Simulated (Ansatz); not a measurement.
Values for one crystal, relaxed and computed with r²SCAN in the plane-wave PAW code Ansatz; other levels are named.

- Volume per atom = 14.77 Å³
- Electronic character = metallic (no gap)
- Mechanical stability = unstable (C has a negative eigenvalue)
- Formation energy from the elements (no fitted shifts) = -0.77 eV/atom
- Elastic constants (relaxed ions, GPa) = C11 = 152, C12 = 227, C44 = 59.3
- Gap with spin–orbit coupling = none (metallic)
- Density of states at the Fermi level = 1.4 states/eV per atom (mean over ±0.08 eV)

**Question.** Which of these materials gives this?
A. TiRh, CsCl type
B. LaIn, CsCl type
C. ScHg, CsCl type
D. TiW, Cmmm (Ti on 2a, W on 2c)

**Answer.** A, TiRh, CsCl type

Space group Pm-3m (CsCl type). The workflow started from a Materials Project entry (that database holds measured and hypothetical structures alike); the Crystallography Open Database copy checked does not list it. COD files the formula under space group No. 123. Its standing as an ambient phase is unchecked. The r²SCAN relaxation kept the symmetry of its start. No spin polarisation was allowed. As this level gives no gap, shear constants depend on the k-mesh and smearing (Fermi–Dirac, 0.1 eV here). The references are the lowest solids computed at this level, not always the standard phases. Scalar-relativistic: spin–orbit coupling is off unless named, which matters more the heavier the elements.

Potentials: the later of the program's two PAW sets.
